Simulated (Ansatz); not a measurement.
Input and command of a calculation in Ansatz (plane waves; scalar-relativistic PAW potentials unless the input names others):

```yaml
crystal:
  lattice:
    - [1.4324303246, 0.8270140335, 8.9473802108]
    - [-1.4324303246, 0.8270140335, 8.9473802108]
    - [0.0, -1.654028067, 8.9473802108]
  atoms:
    - { symbol: Ta, position: [0.0, 0.0, 0.0] }
    - { symbol: Ta, position: [0.2142472424, 0.2142472424, 0.2142472424] }
    - { symbol: Ta, position: [0.7857527576, 0.7857527576, 0.7857527576] }
    - { symbol: O, position: [0.3927854603, 0.3927854603, 0.3927854603] }
    - { symbol: O, position: [0.6072145397, 0.6072145397, 0.6072145397] }
basis:
  ecutwfc: 420
kpoints:
  mp_grid: { grid: [18, 18, 18] }
hamiltonian:
  xc: pbe
scf:
  occupations: { method: methfessel_paxton, width: 2.0 }
  max_iter: 50
output:
  forces: true
  eigenvalues: true
  stress: true
```

```bash
ansatz run input.yaml --threads 1 --pin off --max-ram 2560MiB --backend cpu --events-out ev --progress --plain --runs-dir out
```

Abridged log:
```
band count auto-derived: 39 (N_el = 51.0; filled up to band 26; 31 by the electrons, moments and atoms)
Pseudopotentials: kind: paw
Pseudopotential: Ta, paw, valence charge 13, recommended cutoff 420 eV (normal)
Pseudopotential: O, paw, valence charge 6, recommended cutoff 420 eV (normal)
Functional definition: PBE
Crystal: 5 atoms, lattice volume = 63.597 Å³
Basis set: ecut = 420 eV, 1253 PW (Γ), FFT grids on a1−a3, a2−a3, a3, exchange–correlation on 40×40×128 points (8 copies of the dense FFT grid, shifted against one another)
Bands: 39, of which v1, the nominal top of the filled ones, is band 26 counted from 1 (25 counted from 0)
Symmetry: 12 space group operations
Space group: R-3m (ITA 166), of the structure as read, at distance tolerance 4.0e-5 Å
k-points: 580 of 5832
Initial density: superposition of atomic densities (neutral atoms: chi_scale 0, normalization atom), corrected by the library's trained network
Initial wavefunctions: pseudopotential atomic-orbital guess
Functional: x = pbe(κ = 0.804, μ = 0.21951497), c = pbe(β = 0.06672455)
SCF iter   1: F=—  HF=-30931.862145 eV  |F-HF|=—  |Δ(HF+E_count)|=         —  Δρ=1.09e-2  dr2=3.75e-1  ethr=1.77e-3  ⟨swp⟩=4.7  Hψ=86617  notcnv=0
SCF iter   2: F=—  HF=-30931.845015 eV  |F-HF|=—  |Δ(HF+E_count)|=   1.71e-2  S|Δr|=    0.00e0  Δρ=6.25e-3  dr2=1.46e-1  ethr=7.36e-4  ⟨swp⟩=1.0  Hψ=27260  notcnv=0
SCF iter   3: F=—  HF=-30931.835068 eV  |F-HF|=—  |Δ(HF+E_count)|=   9.95e-3  S|Δr|=    0.00e0  Δρ=8.55e-4  dr2=6.34e-4  ethr=2.86e-4  ⟨swp⟩=1.0  Hψ=22620  notcnv=0
SCF iter   4: F=—  HF=-30931.834998 eV  |F-HF|=—  |Δ(HF+E_count)|=   7.05e-5  S|Δr|=    0.00e0  Δρ=1.57e-4  dr2=3.70e-5  ethr=1.24e-6  ⟨swp⟩=2.3  Hψ=32518  notcnv=0
SCF iter   5: F=—  HF=-30931.835041 eV  |F-HF|=—  |Δ(HF+E_count)|=   4.36e-5  S|Δr|=    0.00e0  Δρ=3.33e-5  dr2=5.48e-7  ethr=7.26e-8  ⟨swp⟩=1.5  Hψ=24271  notcnv=0
SCF iter   6: F=-30931.835041 eV  HF=-30931.835041 eV  |F-HF|=1.04e-9  |Δ(HF+E_count)|=   9.13e-8  S|Δr|=    0.00e0  Δρ=6.49e-6  dr2=2.58e-8  ethr=1.96e-10  ⟨swp⟩=6.7  Hψ=88934  notcnv=0
SCF 1 converged in 6 iterations: F = -30931.835041 eV  dr2 = 2.58e-8
SCF converged after 6 iterations
Stability not checked: this state was not tested for a lower state beside it, because cold or Methfessel-Paxton smearing, or corrected tetrahedra, fill the levels in a way that the test cannot read (fill_not_monotonic; see scf.lower_state_search)
Free energy (F): -30931.835041 eV
Harris-Foulkes:  -30931.835041 eV  (|F-HF|=1.04e-9)
Internal energy: -30932.208606 eV  (E = F + TS)
E sigma→0 (E₀):  -30931.928433 eV
Entropy (-TS):   0.373565 eV (74.713 meV/atom)
Fermi energy:    19.516696 eV
Step filling:    the computed levels leave a gap of 0.0000 eV = 0.0 smearing widths at the electron count; against every level under it full and every level over it empty, smearing changes F+E_penalty+E_count by +256.913 meV and its σ→0 estimate by +163.522 meV
--- Forces (eV/Å), atoms counted from 1 ---
  atom   1  Ta     0.00000000     0.00000000     0.00000000
  atom   2  Ta     0.00000000     0.00000000    -0.59610082
  atom   3  Ta     0.00000000     0.00000000     0.59610082
  atom   4  O      0.00000000     0.00000000    -0.36757745
  atom   5  O      0.00000000     0.00000000     0.36757745
--- Stress (GPa, compression-positive) ---
        0.140859       0.000000       0.000000
        0.000000       0.140859       0.000000
        0.000000       0.000000      -0.142974
  P = ⅓ Tr σ = 0.0462 GPa (0.462 kbar)
```

Problem. Find the fault.

Solution. The fault is a smearing of electronvolts (scf.occupations: {"method": "gaussian", "width": 0.1} → {"method": "methfessel_paxton", "width": 2.0}, the first being the value of the sound run). Setting it back cures it. The run converged all the same, with an energy at zero smearing 30.36 meV/atom above the reference's, pressure 0.05 GPa, largest force 0.596 eV/Å, no gap on the mesh, so convergence alone doesn't show that an input is right. A reference run on usual settings, whose relaxation ended at this geometry, converged, and the end of its own relaxation has pressure 0.00 GPa, largest force 0.000 eV/Å, no gap on the mesh.

Time: 110 s on 1 thread of Arm Neoverse N1, on a shared host, peak memory 1.1 GiB.